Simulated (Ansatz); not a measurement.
MgH2:
```yaml
crystal:
  lattice:
    - [4.47651, 0.00000, 0.00000]
    - [0.00000, 4.47651, 0.00000]
    - [0.00000, 0.00000, 3.00771]
  atoms:
    - { symbol: Mg, position: [0.50000, 0.50000, 0.50000] }
    - { symbol: Mg, position: [0.00000, 0.00000, 0.00000] }
    - { symbol: H, position: [0.69549, 0.69549, 0.00000] }
    - { symbol: H, position: [0.30451, 0.30451, 0.00000] }
    - { symbol: H, position: [0.80451, 0.19549, 0.50000] }
    - { symbol: H, position: [0.19549, 0.80451, 0.50000] }
```

Relaxed with PBEsol (plane waves, PAW; program Ansatz). Indices refer to the conventional cell of P4_2/mnm, a = 4.4765 Å, b = 4.4765 Å, c = 3.0077 Å, α = 90.00°, β = 90.00°, γ = 90.00°.

Question: Simulate the powder diffraction pattern (Co Kα, λ = 1.79026 Å; lines above 1 %) up to 2θ = 90°.

Answer: Simulated powder pattern, Co Kα, λ = 1.79026 Å (kinematic, ideal powder, no thermal factors, no anomalous dispersion; the 30 strongest lines at most, above 1 %, up to 2θ = 90°):

```json
[
 {"2θ (°)": "32.85", "d (Å)": "3.165", "I/Imax (%)": "100", "hkl": "(110)"},
 {"2θ (°)": "42.02", "d (Å)": "2.497", "I/Imax (%)": "90", "hkl": "(101)"},
 {"2θ (°)": "47.15", "d (Å)": "2.238", "I/Imax (%)": "29", "hkl": "(200)"},
 {"2θ (°)": "64.98", "d (Å)": "1.667", "I/Imax (%)": "56", "hkl": "(211)"},
 {"2θ (°)": "68.88", "d (Å)": "1.583", "I/Imax (%)": "12", "hkl": "(220)"},
 {"2θ (°)": "73.06", "d (Å)": "1.504", "I/Imax (%)": "5.5", "hkl": "(002)"},
 {"2θ (°)": "78.45", "d (Å)": "1.416", "I/Imax (%)": "15", "hkl": "(310)"},
 {"2θ (°)": "82.44", "d (Å)": "1.358", "I/Imax (%)": "14", "hkl": "(112)"},
 {"2θ (°)": "84.08", "d (Å)": "1.337", "I/Imax (%)": "14", "hkl": "(301)"}
]
```

The cell was relaxed with PBEsol under the symmetry of its start; phonons on a q-mesh show no instability.

Potentials: the later of the program's two PAW sets.
